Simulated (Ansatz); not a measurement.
Computed with DFT PBE, scalar-relativistic, plane waves, PAW (Ansatz 0.2.0). All cells share a 420 eV cutoff and Γ-centred k meshes spaced at most about 0.3 Å⁻¹ (about 0.25 or finer for metals, 2π included). No spin polarisation in the final relaxations.

Temperature and zero-point effects are left out.

Compare these two cells of Ga3As2N, each relaxed at this level.

A.

Space group I4/mmm (No. 139). a = 3.595 Å, b = 3.595 Å, c = 16.430 Å, α = 90.00°, β = 90.00°, γ = 90.00°
| atom | site | symmetry | x | y | z |
| --- | --- | --- | --- | --- | --- |
| Ga | 2b | 4/mmm | 0.5000 | 0.5000 | 0.0000 |
| Ga | 4e | 4mm | 0.5000 | 0.5000 | 0.3822 |
| As | 4e | 4mm | 0.5000 | 0.5000 | 0.1586 |
| N | 2a | 4/mmm | 0.0000 | 0.0000 | 0.0000 |

B.

Space group P-3m1 (No. 164). a = 3.437 Å, b = 3.437 Å, c = 9.490 Å, α = 90.00°, β = 90.00°, γ = 120.00°
```csv
atom,site,symmetry,x,y,z
Ga,2d,3m.,0.3333,0.6667,0.6228
Ga,1a,-3m.,0.0000,0.0000,0.0000
As,2d,3m.,0.6667,0.3333,0.8211
N,1b,-3m.,0.0000,0.0000,0.5000
```

Task: Which would you expect to be lower, and how large is the difference?

Result: A is lower, by 47 meV/atom. A has As and N ordered on rock salt sites, space group I4/mmm (No. 139), 17.7 Å³/atom and no gap on its mesh; B has As and N ordered on rock salt sites, space group P-3m1 (No. 164), 16.2 Å³/atom and no gap. The shortest distance is 1.93 Å (Ga–N) in A and 2.30 Å (Ga–N) in B. Even the lower one lies +0.16 eV/atom against the reference forms of the elements (uncorrected), so neither is stable at this level. In A, Ga on a site of symmetry 4/mmm is surrounded by 4 N at 2.54 Å and 2 As at 2.61 Å; As has 5 Ga at 2.61–2.63 Å; around N lie 2 Ga at 1.93 Å and 4 Ga at 2.54 Å; 1 more site not described. In B, Ga on a site of symmetry 3m has 3 N at 2.30 Å and 3 As at 2.74 Å; As has 6 Ga at 2.61–2.74 Å; N has 6 Ga at 2.30 Å; 1 more site not described. Both come from invented guesses.

Weakly bound directions are ill-defined at this level, which has no dispersion term (I4/mmm), and this can change margins and order among such cells. Cells relaxed within their symmetry can be saddle points.
